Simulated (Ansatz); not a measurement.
Here is the system:

YSi₂:
```
YSi2
1.0
    2.78500     2.78427     0.00000
   -2.78500     2.78427     0.00000
   -2.77971     0.00000     7.22334
Y Si
2 4
Direct
  0.87483   0.87483   0.25000
  0.12517   0.12517   0.75000
  0.45681   0.29297   0.41395
  0.54319   0.70703   0.58605
  0.29297   0.45681   0.08605
  0.70703   0.54319   0.91395
```

This is the PBEsol-relaxed structure.

Problem. All from the program Ansatz at the PBEsol level (PAW), unless another level is named. Give the electronic character.

Solution. metallic (no gap).

Problem. Next, the formation energy from the elements (no fitted shifts)?

Solution. -0.63 eV/atom.

Problem. Next, the gap with spin–orbit coupling?

Solution. none (metallic).

Space group I4_1/amd. The workflow started from a Materials Project entry (that database holds measured and hypothetical structures alike); the Crystallography Open Database copy checked does not list it. COD files the formula under space group No. 191, so this cell is another polymorph or a model. Its standing as an ambient phase is unchecked. The cell was relaxed with PBEsol under the symmetry of its start; of distortions, only those at the zone centre were tested. The run is not spin-polarised. The references are the lowest solids computed at this level, not always the standard phases. Spin–orbit coupling is left out wherever it is not named.

Potentials: the later of the program's two PAW sets.
